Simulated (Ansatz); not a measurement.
Input and command of a calculation in Ansatz (plane waves; scalar-relativistic PAW potentials unless the input names others):

```yaml
crystal:
  lattice:
    - [3.5474585174, 0.0, 0.0]
    - [0.0, 3.5474585174, 0.0]
    - [0.0, 0.0, 3.5994303473]
  atoms:
    - { symbol: In, position: [0.5, 0.5, 0.5] }
    - { symbol: Ag, position: [0.0, 0.0, 0.0] }
basis:
  ecutwfc: 420
kpoints:
  mp_grid: { grid: [10, 10, 10] }
hamiltonian:
  xc: pbesol
scf:
  occupations: { method: fermi_dirac, width: 0.3 }
  n_extra_bands: 0
  max_iter: 100
output:
  forces: true
  eigenvalues: true
  stress: true
```

```bash
ansatz run input.yaml --threads 1 --pin off --max-ram 1331MiB --backend cpu --events-out ev --progress --plain --runs-dir out
```

Q: What will the program do with this input?

A: The program refuses it, because of too few bands (scf.n_extra_bands: not typed → 0). Also changed, but not at fault: scf.occupations: {"method": "gaussian", "width": 0.1} → {"method": "fermi_dirac", "width": 0.3}. With the sound run's settings it is accepted.

Abridged log:
```
Error: inconsistent input (scf.n_extra_bands, scf.occupations.method): n_bands = 16 leaves no empty band above the 16 bands per channel that the deck's 32 electrons occupy, and the occupations search for the Fermi level (a smearing at a finite width, or tetrahedra): a level found among occupied bands alone can fill a metal as an insulator; raise scf.n_extra_bands until at least 17 bands are solved (omitted, it auto-derives to 21) (see scf.n_extra_bands in the input reference)
```